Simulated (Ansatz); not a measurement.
## Bi₂S₃: field gradients at two levels of theory

Cell: a Materials Project structure (computed, not necessarily an observed phase), atoms as given.

Space group Pnma (No. 62); a = 11.5936, b = 3.9978, c = 11.1606 Å.

| site | Wyckoff | site symmetry | x | y | z |
| --- | --- | --- | --- | --- | --- |
| Bi1 | 4c | .m. | 0.0176 | 0.2500 | 0.3263 |
| Bi5 | 4c | .m. | 0.1565 | 0.7500 | 0.0326 |
| S9 | 4c | .m. | 0.4518 | 0.7500 | 0.3712 |
| S13 | 4c | .m. | 0.1216 | 0.7500 | 0.4436 |
| S17 | 4c | .m. | 0.7106 | 0.2500 | 0.3087 |

One atom of each set is listed.

First run. Method: Kohn–Sham DFT in Ansatz, PBE, plane waves and PAW, scalar-relativistic, 420 eV cutoff, Γ-centred 3×7×3 k-points, Fermi–Dirac smearing 0.01 eV.

```tsv
site	V_zz (10²¹ V/m²)	η
Bi1	-11.00	0.79
Bi5	-21.9	0.11
S9	4.92	0.82
S13	-9.30	0.27
S17	-3.24	0.40
```

Second run. The same atoms and settings, except that the functional is r2SCAN and the cutoff is 500 eV.

Problem. Given the first result, estimate the second.

Solution. 

```csv
site,V_zz,η,change of V_zz
Bi1,-12.61,0.81,-1.61
Bi5,-25.0,0.11,-3.10
S9,5.31,0.73,+0.39
S13,-9.39,0.29,-0.09
S17,-3.37,0.31,-0.13
```

The largest change of V_zz is on Bi5, from -21.9 to -25.0. In per cent, |V_zz| changes by +14 to +15 on Bi, +1 to +8 on S (all sites that start above 0.5).

Spin–orbit coupling is left out, which shifts gradients on Bi by a few per cent, and by more where contributions nearly cancel.
